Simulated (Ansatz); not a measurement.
# Na4ScTaSi3O12: Electrostatic potentials at the O nuclei

Cell: a computed structure from the Materials Project (it need not be an observed phase).

Space group R3c:H (No. 161); a = 9.1830, c = 22.2761 Å, γ = 120.00°.

```
site  Wyckoff  site symmetry       x       y       z
 Na1      18b              1  0.3074  0.3507  0.5801
 Na7       6a             3.  0.0000  0.0000  0.4933
  Sc       6a             3.  0.0000  0.0000  0.3514
  Ta       6a             3.  0.0000  0.0000  0.6463
  Si      18b              1  0.9583  0.3299  0.5851
 O19      18b              1  0.2092  0.0263  0.3106
 O25      18b              1  0.8037  0.9687  0.6929
 O31      18b              1  0.0094  0.8229  0.4129
 O37      18b              1  0.9643  0.1519  0.5880
```

One atom of each set is listed; the run and its k-mesh use a cell of 42 atoms with edges of 9.12, 9.12, 9.12 Å.

All values are calculated (Ansatz; DFT, r2SCAN, plane waves and PAW, scalar-relativistic, 500 eV cutoff, Γ-centred 3×3×3 k-points, Fermi–Dirac smearing 0.02 eV), not measured.

The potential at a nucleus is that of all electrons and the other nuclei. A higher potential binds the core electrons more strongly, so differences between sites of one element are the initial-state part of core-level shifts.

(1) Rank the O sites by the potential at the nucleus, lowest first, and give each against the lowest.
A. O25: 1 Si at 1.69 Å, 1 Ta at 1.97 Å, angle 155°; also 3 Na at 2.86–3.33 Å
B. O19: 1 Si at 1.60 Å, 1 Sc at 2.03 Å, angle 148°; also 2 Na at 2.49–3.01 Å
C. O31: 1 Si at 1.62 Å, 1 Sc at 2.16 Å, 1 Na at 2.38 Å; also 2 Na at 2.45–2.48 Å
D. O37: 1 Si at 1.66 Å, 1 Ta at 2.05 Å, angle 142°; also 3 Na at 2.53–2.75 Å

Answers

(1) B (0.00 V), C (0.13 V), D (1.20 V), A (1.40 V).

At this cell the r2SCAN pressure is -5 GPa, with principal stresses up to 5 GPa in size, so it isn't the equilibrium cell of r2SCAN. The largest force is 0.4 eV/Å, so the atoms aren't at the calculated equilibrium and relaxing them would move these values.
